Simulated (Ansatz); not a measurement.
WSi₂ (MoSi2 type, space group I4/mmm)

```yaml
crystal:
  lattice:
    - [-1.60615, 1.60615, 3.90288]
    - [1.60615, -1.60615, 3.90288]
    - [1.60615, 1.60615, -3.90288]
  atoms:
    - { symbol: W, position: [0.00000, 0.00000, 0.00000] }
    - { symbol: Si, position: [0.33486, 0.33486, 0.00000] }
    - { symbol: Si, position: [0.66514, 0.66514, 0.00000] }
```

The atoms are displaced by Q × the pattern below (from a DFPT mode at Γ, largest move 1; Q in Å), at fixed cell.

```
atom      x      y       z
----  -----  -----  ------
W1    0.000  0.000  -0.306
Si2   0.000  0.000   1.000
Si3   0.000  0.000   1.000
```

Level of theory: r2SCAN (plane waves to 500 eV, PAW, scalar-relativistic; Ansatz, an electronic-structure program). k mesh 20×20×20 (Γ-centred), Fermi-Dirac smearing 0.05 eV. The energy includes the smearing's −TS. With partly filled bands, energies and forces of such displacements shift with the k mesh and the smearing. Spin-orbit coupling is left out, though W is heavy. The PAW data are Ansatz's earlier set. WSi2 is run without spin polarisation. WSi2 was relaxed with its symmetry unable to fall. ΔE is measured from the undisplaced structure. The last digit holds for this mesh only.

```json
[
 {"Q (Å)": "-0.2800", "ΔE (meV/cell)": "withheld"},
 {"Q (Å)": "-0.2333", "ΔE (meV/cell)": "749.9"},
 {"Q (Å)": "-0.1867", "ΔE (meV/cell)": "471.0"},
 {"Q (Å)": "-0.1400", "ΔE (meV/cell)": "261.1"},
 {"Q (Å)": "-0.0933", "ΔE (meV/cell)": "114.8"},
 {"Q (Å)": "-0.0467", "ΔE (meV/cell)": "28.5"},
 {"Q (Å)": "0.0000", "ΔE (meV/cell)": "0.0"},
 {"Q (Å)": "0.0467", "ΔE (meV/cell)": "28.5"},
 {"Q (Å)": "0.0933", "ΔE (meV/cell)": "114.8"},
 {"Q (Å)": "0.1400", "ΔE (meV/cell)": "261.1"},
 {"Q (Å)": "0.1867", "ΔE (meV/cell)": "471.0"},
 {"Q (Å)": "0.2333", "ΔE (meV/cell)": "749.9"},
 {"Q (Å)": "0.2800", "ΔE (meV/cell)": "withheld"}
]
```

**Question.** Fit an even polynomial form (powers 2, 4) to the given rows and predict ΔE at Q = -0.2800.

**Answer.** Least squares on the 11 given rows: ΔE = (13060)·Q² + (13230)·Q⁴, in meV/cell with Q in Å; root-mean-square residual 0.15 meV/cell. At -0.2800 the fit gives 1105.2 meV/cell; the calculation gives 1105.4 meV/cell, so the extrapolation is off by -0.2 (-0.0 %). The quadratic term alone would give 1023.9 meV/cell.

(For displaced atoms, the force is minus the slope of the energy, and its curvature is a force constant, which sets phonon frequencies.)
